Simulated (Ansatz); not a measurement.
Relaxation of a randomly generated symmetric cell of Be (space group No. 59); 2 atoms in the cell, which starts as Pmmn, origin choice 1 (No. 59), oP2; a = 1.541 Å, b = 3.258 Å, c = 3.524 Å, α = β = γ = 90.00°. Method: r2SCAN (plane waves to 500 eV, PAW, scalar-relativistic; Ansatz, a quantum-chemistry and plane-wave program). Γ-centred k-mesh 21×10×9 on the run's cell (coarser than for final values), Fermi–Dirac smearing 0.05 eV. This is the first round of the run. 

The optimiser's lines from the output (shortened; P is positive under compression):

```
relax step   1: F+E_penalty+E_count = -181.36902081 eV  Δ(F+E_penalty+E_count) = +0.000e0 eV  max|allowed force component| = 1.364e-1 eV/Å  Δτ_max = 0.0000 Å  P = +82.332 GPa  Ω = 17.699 Å³  (6 SCF iters, dr2 threshold 1.00e-7 eV, accepted)
relax step   2: F+E_penalty+E_count = -182.44285549 eV  Δ(F+E_penalty+E_count) = -1.074e0 eV  max|allowed force component| = 1.283e-1 eV/Å  Δτ_max = 0.0083 Å  P = +63.722 GPa  Ω = 18.685 Å³  (5 SCF iters, dr2 threshold 2.00e-7 eV, accepted)
relax step   3: F+E_penalty+E_count = -183.27802229 eV  Δ(F+E_penalty+E_count) = -8.352e-1 eV  max|allowed force component| = 1.702e-1 eV/Å  Δτ_max = 0.0048 Å  P = +47.998 GPa  Ω = 19.693 Å³  (5 SCF iters, dr2 threshold 2.00e-7 eV, accepted)
relax step   4: F+E_penalty+E_count = -183.93302319 eV  Δ(F+E_penalty+E_count) = -6.550e-1 eV  max|allowed force component| = 2.159e-1 eV/Å  Δτ_max = 0.0064 Å  P = +35.030 GPa  Ω = 20.699 Å³  (5 SCF iters, dr2 threshold 2.00e-7 eV, accepted)
relax step   5: F+E_penalty+E_count = -184.44017021 eV  Δ(F+E_penalty+E_count) = -5.071e-1 eV  max|allowed force component| = 2.457e-1 eV/Å  Δτ_max = 0.0100 Å  P = +24.369 GPa  Ω = 21.642 Å³  (5 SCF iters, dr2 threshold 2.00e-7 eV, accepted)
relax step   6: F+E_penalty+E_count = -184.81897784 eV  Δ(F+E_penalty+E_count) = -3.788e-1 eV  max|allowed force component| = 2.717e-1 eV/Å  Δτ_max = 0.0152 Å  P = +15.687 GPa  Ω = 22.493 Å³  (5 SCF iters, dr2 threshold 2.00e-7 eV, accepted)
relax step   7: F+E_penalty+E_count = -185.15837955 eV  Δ(F+E_penalty+E_count) = -3.394e-1 eV  max|allowed force component| = 1.614e-1 eV/Å  Δτ_max = 0.0956 Å  P = +9.980 GPa  Ω = 22.876 Å³  (5 SCF iters, dr2 threshold 2.00e-7 eV, accepted)
relax step   8: F+E_penalty+E_count = -185.37228535 eV  Δ(F+E_penalty+E_count) = -2.139e-1 eV  max|allowed force component| = 1.126e-1 eV/Å  Δτ_max = 0.0503 Å  P = +3.501 GPa  Ω = 23.017 Å³  (5 SCF iters, dr2 threshold 2.00e-7 eV, accepted)
relax step   9: F+E_penalty+E_count = -185.47387164 eV  Δ(F+E_penalty+E_count) = -1.016e-1 eV  max|allowed force component| = 4.609e-2 eV/Å  Δτ_max = 0.0183 Å  P = +0.330 GPa  Ω = 22.407 Å³  (5 SCF iters, dr2 threshold 2.00e-7 eV, accepted)
relax step  10: F+E_penalty+E_count = -185.53487993 eV  Δ(F+E_penalty+E_count) = -6.101e-2 eV  max|allowed force component| = 4.468e-2 eV/Å  Δτ_max = 0.0017 Å  P = -1.015 GPa  Ω = 21.389 Å³  (6 SCF iters, dr2 threshold 2.00e-7 eV, accepted)
relax step  11: F+E_penalty+E_count = -185.57766180 eV  Δ(F+E_penalty+E_count) = -4.278e-2 eV  max|allowed force component| = 1.866e-1 eV/Å  Δτ_max = 0.0230 Å  P = -1.328 GPa  Ω = 20.172 Å³  (5 SCF iters, dr2 threshold 2.00e-7 eV, accepted)
relax step  12: F+E_penalty+E_count = -185.61724289 eV  Δ(F+E_penalty+E_count) = -3.958e-2 eV  max|allowed force component| = 4.663e-1 eV/Å  Δτ_max = 0.0632 Å  P = -0.995 GPa  Ω = 18.882 Å³  (5 SCF iters, dr2 threshold 2.00e-7 eV, accepted)
relax step  13: F+E_penalty+E_count = -185.78670681 eV  Δ(F+E_penalty+E_count) = -1.695e-1 eV  max|allowed force component| = 1.058e0 eV/Å  Δτ_max = 0.1935 Å  P = -3.064 GPa  Ω = 17.956 Å³  (5 SCF iters, dr2 threshold 2.00e-7 eV, accepted)
relax step  14: F+E_penalty+E_count = -186.07417076 eV  Δ(F+E_penalty+E_count) = -2.875e-1 eV  max|allowed force component| = 1.219e0 eV/Å  Δτ_max = 0.1950 Å  P = -4.705 GPa  Ω = 17.169 Å³  (5 SCF iters, dr2 threshold 2.00e-7 eV, accepted)
relax step  15: F+E_penalty+E_count = -186.38054384 eV  Δ(F+E_penalty+E_count) = -3.064e-1 eV  max|allowed force component| = 5.406e-1 eV/Å  Δτ_max = 0.1956 Å  P = -7.840 GPa  Ω = 17.084 Å³  (5 SCF iters, dr2 threshold 2.00e-7 eV, accepted)
relax step  16: F+E_penalty+E_count = -186.45377441 eV  Δ(F+E_penalty+E_count) = -7.323e-2 eV  max|allowed force component| = 7.688e-2 eV/Å  Δτ_max = 0.1134 Å  P = +2.290 GPa  Ω = 15.551 Å³  (5 SCF iters, dr2 threshold 2.00e-7 eV, accepted)
relax step  17: F+E_penalty+E_count = -186.49765991 eV  Δ(F+E_penalty+E_count) = -4.389e-2 eV  max|allowed force component| = 1.390e-2 eV/Å  Δτ_max = 0.0127 Å  P = -0.460 GPa  Ω = 15.806 Å³  (5 SCF iters, dr2 threshold 2.00e-7 eV, accepted)
relax step  18: F+E_penalty+E_count = -186.50056657 eV  Δ(F+E_penalty+E_count) = -2.907e-3 eV  max|allowed force component| = 3.976e-4 eV/Å  Δτ_max = 0.0018 Å  P = -0.099 GPa  Ω = 15.740 Å³  (3 SCF iters, dr2 threshold 2.00e-7 eV, accepted)
relax step  19: F+E_penalty+E_count = -186.50062576 eV  Δ(F+E_penalty+E_count) = -5.919e-5 eV  max|allowed force component| = 2.917e-5 eV/Å  Δτ_max = 0.0001 Å  P = -0.009 GPa  Ω = 15.729 Å³  (2 SCF iters, dr2 threshold 2.00e-7 eV, accepted)
relax step  20: F+E_penalty+E_count = -186.50062607 eV  Δ(F+E_penalty+E_count) = -3.123e-7 eV  max|allowed force component| = 1.659e-5 eV/Å  Δτ_max = 0.0000 Å  P = -0.002 GPa  Ω = 15.727 Å³  (3 SCF iters, dr2 threshold 3.30e-9 eV, accepted)
relax step  21: F+E_penalty+E_count = -186.50611929 eV  Δ(F+E_penalty+E_count) = -5.493e-3 eV  max|allowed force component| = 1.665e-5 eV/Å  Δτ_max = 0.0000 Å  P = +0.238 GPa  Ω = 15.727 Å³  stress off target by 6.70e-1 GPa  SCF on the basis re-selected at this cell (its energy is not comparable with the rows above)  (6 SCF iters)
relax step  22: F+E_penalty+E_count = -186.50619759 eV  Δ(F+E_penalty+E_count) = -7.829e-5 eV  max|allowed force component| = 2.305e-5 eV/Å  Δτ_max = 0.0000 Å  P = +0.001 GPa  Ω = 15.758 Å³  (3 SCF iters, dr2 threshold 2.00e-7 eV, accepted)
relax step  23: F+E_penalty+E_count = -186.50619815 eV  Δ(F+E_penalty+E_count) = -5.609e-7 eV  max|allowed force component| = 8.502e-6 eV/Å  Δτ_max = 0.0000 Å  P = -0.001 GPa  Ω = 15.758 Å³  (3 SCF iters, dr2 threshold 4.48e-9 eV, accepted)
relax step  24: F+E_penalty+E_count = -186.50619838 eV  Δ(F+E_penalty+E_count) = -2.356e-7 eV  max|allowed force component| = 8.497e-6 eV/Å  Δτ_max = 0.0000 Å  P = -0.001 GPa  Ω = 15.758 Å³  stress off target by 4.80e-3 GPa  SCF on the basis re-selected at this cell (its energy is not comparable with the rows above)  (2 SCF iters)
```

From the first to the last row the energy changes by -2.57 eV/atom and the volume by -11.0 %. The last row is marked as not comparable with the walk above it, whose basis was carried along; it does compare with step 1, since both stand on a basis selected at the nominal cutoff for their own cell.

Later rounds, restarted from the end of this one on a renewed k-mesh, logged 10 more steps and released under 0.01 eV/atom more. The final structure after all rounds: Fm-3m (No. 225), cF4, fcc (Cu type); a = b = c = 3.1588 Å, α = β = γ = 90.00°. Between re-selections the logged energies stand on a plane-wave basis carried along with the cell. No spin polarisation in the result.

The run could not lose the symmetry of its start, so the end can be a saddle point.

The relaxed structure here is a generated cell of Be: the first start was made by a random draw of sites in a space group, and the end was not matched to a known phase here, so it may be hypothetical. Known forms of Be include space group No. 194.
